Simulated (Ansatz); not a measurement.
SnC:
```
CELL_PARAMETERS angstrom
      3.59124     0.00000     0.00000
     -1.79562     3.11010     0.00000
      0.00000     0.00000     5.87931
ATOMIC_POSITIONS crystal
  Sn 0.33333 0.66667 0.00031
  C  0.66667 0.33333 0.12469
  Sn 0.66667 0.33333 0.50031
  C  0.33333 0.66667 0.62469
```

The program Ansatz at the PBE level (PAW) gives a gap of 0.80 eV without spin–orbit coupling, maximum at Γ, minimum at Γ.

Task: What happens when spin–orbit coupling is switched on?

Result: The gap shrinks by 0.01 eV, to 0.79 eV; maximum at Γ, minimum at Γ.

Task: Give the electron effective mass with spin–orbit coupling.

Result: 0.074, 0.086, 0.086 mₑ (principal values).

Task: Give the hole effective mass with spin–orbit coupling.

Result: 0.16, 0.16, 1.3 mₑ (principal values).

Space group P6_3mc (wurtzite). The start of the workflow was typed in or built on a structure type; neither database checked (COD, Materials Project) lists it. Whether it is the stable phase at ambient conditions was not checked. Symmetry was held in the PBE relaxation; whether a distortion lowers the energy is not shown. Its formation energy is positive at this level, so the cell may be metastable or incomplete.

Potentials: the later of the program's two PAW sets.
